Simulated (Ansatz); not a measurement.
## La (diamond): energy against volume

Level of theory: Ansatz 0.2.0, DFT, PBEsol, plane waves (420 eV) with PAW, scalar-relativistic. The PAW files were generated under PBE, with cores re-solved for the functional.

The cell is scaled uniformly from the relaxed one, with fractional coordinates and shape fixed. Energies are extrapolated to zero smearing, pressures are those at the given smearing. Magnetic state: spin not included.

A Birch-Murnaghan fit gives V₀ = 35.30 Å³/atom, B₀ = 55 GPa, B₀′ = 5.7.

Question: What are the energy above the minimum and the pressure at 33.997 Å³/atom?

Answer: 8.9 meV/atom and 2.46 GPa as computed.

Question: What are the energy above the minimum and the pressure at 36.831 Å³/atom?

Answer: 10.3 meV/atom and -1.84 GPa as computed.

Question: What are the energy above the minimum and the pressure at 38.247 Å³/atom?

Answer: 35.2 meV/atom and -3.22 GPa as computed.
